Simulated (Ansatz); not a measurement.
# HfF: forces and stress of a distorted cell

This is model HfF built from a simple cubic array of dimers (box 2.5 bond lengths wide) and then distorted, expanded.

Method: DFT, PBE, all-electron full-potential LAPW, scalar-relativistic, point nucleus (Ansatz). Occupations are Fermi–Dirac at 0.15 eV on a coarse k-mesh, 2×2×2 (half-step shift); the results hold for that mesh. For a metal, stress, forces and moments on so few k-points can be far from the converged ones. Spin-restricted. Thinly bonded d atoms may carry moments, which this run forbids.

Lattice in Å, fractional positions:
```yaml
crystal:
  lattice:
    - [4.83918, -0.03033, -0.17082]
    - [-0.03033, 4.69022, -0.01227]
    - [-0.17082, -0.01227, 4.85960]
  atoms:
    - { symbol: Hf, position: [0.85398, 0.65619, 0.18005] }
    - { symbol: F, position: [0.10614, 0.89122, 0.40254] }
```

| atom | Fx (eV/Å) | Fy (eV/Å) | Fz (eV/Å) |
| --- | --- | --- | --- |
| Hf1 | 0.761 | 0.767 | 0.674 |
| F2 | -0.761 | -0.767 | -0.674 |

Stress tensor (GPa, compression positive):
```
-2.85 -1.53 -1.31
-1.53 -3.25 -1.36
-1.31 -1.36 -2.80
```

- All-electron free energy E − TS (its zero hangs on the relativistic scheme and nucleus): -413020.952 eV
- Pressure: -2.97 GPa
- Largest force: 1.274 eV/Å
